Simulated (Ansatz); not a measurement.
The start is a relaxed Sr cell, doubled along one cell vector, shaken by Gaussian noise of σ = 0.08 Å a coordinate. The cell and all atomic positions are relaxed at zero pressure with r2SCAN (plane waves to 500 eV, PAW, scalar-relativistic; Ansatz, a first-principles code). The first steps use a 7×14×14 k-mesh.

The start:
```
CELL_PARAMETERS angstrom
     -4.81212     4.81212     4.81212
      2.40606    -2.40606     2.40606
      2.40606     2.40606    -2.40606
ATOMIC_POSITIONS crystal
  Sr 0.00460 0.99158 0.99177
  Sr 0.49822 0.00345 0.00362
```

```json
{
  "initial_pressure": "0.0 GPa",
  "energy_released": "under 0.01 eV/atom",
  "band_gap_at_the_end": "zero (metallic)",
  "optimiser_moves": "2"
}
```

The end point of the relaxation:

Space group Im-3m (No. 229); a = 4.815 Å, b = 4.815 Å, c = 4.815 Å, α = 90.00°, β = 90.00°, γ = 90.00°

| atom | site | symmetry | x | y | z |
|---|---|---|---|---|---|
| Sr | 2a | m-3m | 0.0000 | 0.0000 | 0.0000 |
(The calculation used a cell of 1 atom; values per cell refer to that cell.)

No spin polarisation in the result.

The run could not lose the symmetry of its start.

The relaxed structure has the type that Sr is known to take under pressure; here it was relaxed at zero pressure, from a generated start.
